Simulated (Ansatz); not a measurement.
## Rb under strains and displacements

Method: Ansatz 0.2.0, DFT PBEsol, scalar-relativistic, plane waves, PAW.

Settings: cutoff 420 eV, Γ-centred mesh 10×10×10 on the computed 1-atom cell, Gaussian smearing of 0.10 eV; no spin polarisation.

Reference cell:

```xyz
1
Lattice="-2.8060 2.8060 2.8060 2.8060 -2.8060 2.8060 2.8060 2.8060 -2.8060" Properties=species:S:1:pos:R:3 pbc="T T T"
Rb    0.0000    0.0000    0.0000
```

Each variant moves atoms of this cell by the vectors given, if any (Å), and then applies a symmetric strain (tensor components, Cartesian axes). The reference cell isn't relaxed at this level. Energies are per atom at zero smearing, counted from the lowest variant. Pressure is positive in compression.

1. strain (xx yy zz yz xz xy, %) -1.50 -0.71 -0.80 0.50 0.31 0.07
2. strain (xx yy zz yz xz xy, %) 1.19 1.19 1.19 0.00 0.00 0.00
3. strain (xx yy zz yz xz xy, %) -1.40 -4.40 -1.40 0.00 0.00 0.00
4. strain (xx yy zz yz xz xy, %) 2.21 2.21 2.21 0.00 0.00 0.00
5. strain (xx yy zz yz xz xy, %) -1.48 -0.56 -1.23 -0.17 0.54 -1.00
6. strain (xx yy zz yz xz xy, %) -2.97 -2.97 -2.97 0.00 0.00 0.00
7. strain (xx yy zz yz xz xy, %) -0.83 -0.83 -0.83 0.00 0.00 0.00

```tsv
variant	ΔE (meV/atom)	P (GPa)	largest force (eV/Å)	gap on mesh (eV)	space group
1	0.1	0.03	0.00	0	P-1
2	?	?	?	?	?
3	?	?	?	?	?
4	5.6	-0.22	0.00	0	Im-3m
5	0.3	0.04	0.00	0	P-1
6	4.0	0.23	0.00	0	Im-3m
7	0.0	0.01	0.00	0	Im-3m
```

Question: Give the withheld rows.

Answer:
```tsv
variant	ΔE (meV/atom)	P (GPa)	largest force (eV/Å)	gap on mesh (eV)	space group
2	2.4	-0.15	0.00	0	Im-3m
3	2.0	0.17	0.00	0	I4/mmm
```